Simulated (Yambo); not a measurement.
## Excitons in SrNiF6

```xyz
8
Lattice="3.5521 2.0508 2.2037 -3.5521 2.0508 2.2037 0.0000 -4.1016 2.2037" Properties=species:S:1:pos:R:3 pbc="T T T"
F      0.0000     2.6831     3.3323
F      0.0000    -2.6831     3.2787
F     -2.3236    -1.3415     3.3323
F      2.3236     1.3415     3.2787
F      2.3236    -1.3415     3.3323
F     -2.3236     1.3415     3.2787
Ni     0.0000     0.0000     0.0000
Sr     0.0000     0.0000     3.3055
```

The geometry is that of Materials Project entry mp-555718, symmetrised and not relaxed again.

BSE in Yambo on LDA (pw.x of Quantum ESPRESSO, ONCV potentials, scalar-relativistic) bands: 4×4×4 mesh, 21 valence and 3 conduction bands, static screening with 70 bands and a 3 Ry block, scissor 2.75 eV, Tamm-Dancoff; field along x.

```json
[
 {"state": "1", "energy (eV)": "0.78", "states within 2 meV": "1", "relative strength": "< 0.01", "class": "dark", "main transitions": "several band pairs"},
 {"state": "2", "energy (eV)": "0.87", "states within 2 meV": "2", "relative strength": "< 0.01", "class": "dark", "main transitions": "several band pairs"},
 {"state": "3", "energy (eV)": "1.59", "states within 2 meV": "1", "relative strength": "< 0.01", "class": "dark", "main transitions": "several band pairs"},
 {"state": "4", "energy (eV)": "1.60", "states within 2 meV": "2", "relative strength": "0.02", "class": "dark", "main transitions": "several band pairs"},
 {"state": "5", "energy (eV)": "2.33", "states within 2 meV": "2", "relative strength": "0.01", "class": "dark", "main transitions": "several band pairs"},
 {"state": "6", "energy (eV)": "2.62", "states within 2 meV": "1", "relative strength": "< 0.01", "class": "dark", "main transitions": "several band pairs"},
 {"state": "7", "energy (eV)": "2.68", "states within 2 meV": "2", "relative strength": "1.00", "class": "weak", "main transitions": "several band pairs"},
 {"state": "8", "energy (eV)": "2.84", "states within 2 meV": "2", "relative strength": "< 0.01", "class": "dark", "main transitions": "several band pairs"},
 {"state": "9", "energy (eV)": "2.87", "states within 2 meV": "1", "relative strength": "< 0.01", "class": "dark", "main transitions": "several band pairs"},
 {"state": "10", "energy (eV)": "2.90", "states within 2 meV": "1", "relative strength": "< 0.01", "class": "dark", "main transitions": "several band pairs"}
]
```

These are vertical excitations (zero momentum). The direct quasiparticle gap on this mesh is 3.95 eV; counted from there, state 1 is bound by 3.17 eV. On a 2×2×2 mesh the same difference is 3.02 eV.

Spin singlets only. Strengths are relative to the strongest of the lowest states of this run; strong means a line over 3 % of the spectrum's maximum, dark under 0.03 %. Absolute energies carry the error of the G0W0 scissor, whose convergence isn't established; the long-wavelength screening was taken along (1,1,1) although the crystal is anisotropic.

The 3d shell has no Hubbard U; the runs are without spin polarisation, and magnetic order was not tried.
